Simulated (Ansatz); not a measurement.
AlGa$_{2}$P$_{3}$ (P3m1) at 2 levels of theory

One geometry, relaxed with PBE; plane waves with PAW potentials in Ansatz, scalar-relativistic. No spin polarisation. Gaps are the least over mesh and band path; pressure is positive in compression, and isn't given for hybrids.

```cif
data_structure
_symmetry_space_group_name_H-M 'P3m1'
_symmetry_Int_Tables_number 156
_cell_length_a 3.8936
_cell_length_b 3.8936
_cell_length_c 9.5396
_cell_angle_alpha 90.000
_cell_angle_beta 90.000
_cell_angle_gamma 120.000
_cell_volume 125.25
loop_
_atom_site_label
_atom_site_type_symbol
_atom_site_symmetry_multiplicity
_atom_site_Wyckoff_symbol
_atom_site_fract_x
_atom_site_fract_y
_atom_site_fract_z
_atom_site_occupancy
Al1 Al 1 a 0.00000 0.00000 0.99978 1
Ga1 Ga 1 b 0.33333 0.66667 0.66667 1
Ga2 Ga 1 c 0.66667 0.33333 0.33352 1
P1 P 1 b 0.33333 0.66667 0.91729 1
P2 P 1 c 0.66667 0.33333 0.58321 1
P3 P 1 a 0.00000 0.00000 0.24953 1
```

```
level  cutoff (eV)   k mesh  gap (eV)  pressure (GPa)
  PBE          420  12×12×4      1.64             0.0
```

Q: What comes out on the same cell with HSE06?

A:
```tsv
level	cutoff (eV)	k mesh	gap (eV)	pressure (GPa)
HSE06	420	6×6×2	2.29	-
```

The structure comes from a generated guess; another structure or a mixture of phases may lie lower.
